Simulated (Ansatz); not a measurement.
TaSiAs in space group P4/nmm (No. 129; Si on 2a, As on 2c, Ta on 2c) at seven volumes, the program Ansatz at the r²SCAN level (PAW), shape and atoms relaxed at each. One row is withheld.

| V (Å³/atom) | P (GPa) |
|---|---|
| 14.640 | 19.47 |
| 15.122 | ? |
| 15.605 | 5.50 |
| 16.088 | 0.00 |
| 16.570 | -4.67 |
| 17.053 | -8.61 |
| 17.535 | -11.83 |

### Question
Fit the shown pressures and predict the withheld one.

### Answer
Third-order Birch–Murnaghan: P = (3/2)B₀(x^(7/2) − x^(5/2))[1 + (3/4)(B′ − 4)(x − 1)] with x = (V₀/V)^(2/3). Least squares on the six rows gives V₀ = 16.087 Å³/atom, B₀ = 167.2 GPa, B′ = 4.49. At V = 15.122, x = 1.0421 and P = 11.89 GPa. The run itself gave 11.92 GPa.

The workflow started from an entry of the Crystallography Open Database (COD). Its standing as an ambient phase is unchecked. The cell was relaxed with r²SCAN under the symmetry of its start; its stability against distortions is not shown here. No spin polarisation was allowed. Spin–orbit coupling is left out wherever it is not named.

Potentials: the later of the program's two PAW sets.
